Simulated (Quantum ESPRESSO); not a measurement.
# Moving one atom in MgAlZnFO3

Calculated results; nothing here was measured. They come from pw.x of Quantum ESPRESSO 7.5, a plane-wave density functional program, with PseudoDojo standard norm-conserving files (v0.5 for PBE, v0.4.1 for LDA and PBEsol). The cells are made up: elements, strain and atom displacements were drawn at random, and nothing was relaxed. There is no spin polarisation, spin-orbit coupling or dispersion term.

The cell has 8 sites of a zincblende or diamond lattice. Sites 1 to 4 hold Mg empty Al Zn; sites 5 to 8 hold F O O O. Cell vectors in Å: (4.436, 0.000, 0.000); (0.000, 4.436, 0.000); (0.000, 0.000, 4.436). Settings: PBE, cutoff 1143 eV, 4 x 4 x 4 k mesh shifted by half a step, Fermi-Dirac smearing of 0.025 eV.

Each run shifts the Zn atom on site 4 along z and leaves all else fixed. Site 7 is one of its nearest neighbours. E is the free energy of the cell above the lowest run shown. The last column is band 30 less band 29 at Gamma, from a band step after each run.

```
run  shift (Å)  Fz on site 4 (eV/Å)  Fz on site 7 (eV/Å)  P (GPa)  E (meV)  level step at Gamma (eV)
  1    -0.1269                2.983               -2.463     8.23    418.5                     2.342
  2    -0.0984                2.719               -2.317     7.64    337.2                     2.343
  3    -0.0772                2.514               -2.206     7.22    281.7                     2.344
  5    -0.0109                1.831               -1.854     6.04    137.4                     2.350
  6     0.0120                1.584               -1.733     5.67     98.3                     2.352
  7     0.1036                0.556               -1.262     4.46      0.0                     2.360
  4    -0.0285                    ?                    ?        ?        ?                         ?
```

A rerun of one of these cells at 1437 eV and k mesh 6 x 6 x 6 moved values by no more than 0.003 eV in the cell's energy, 0.03 GPa in stress and 0.002 eV/Å in force.

## Worked fit

A parabola through the six runs shown gives Fz on site 4 = 1.716 - 10.67 u - 5.2 u² eV/Å, with u in Å and a scatter of 0.005 eV/Å. Minus the slope, 10.67 ± 0.13 eV/Å², is this atom's force constant along z at u = 0, with its periodic images moving too. The fitted force does not vanish within the range. The error is the larger of the fit's own and the change that a cubic makes, rounded up.

## Withheld run

Question: what Fz on site 4 should run 4 give?

The fit gives 2.016 eV/Å. The calculation gave 2.018 eV/Å.

| run | shift (Å) | Fz on site 4 (eV/Å) | Fz on site 7 (eV/Å) | P (GPa) | E (meV) | level step at Gamma (eV) |
| --- | --- | --- | --- | --- | --- | --- |
| 4 | -0.0285 | 2.018 | -1.948 | 6.33 | 171.3 | 2.348 |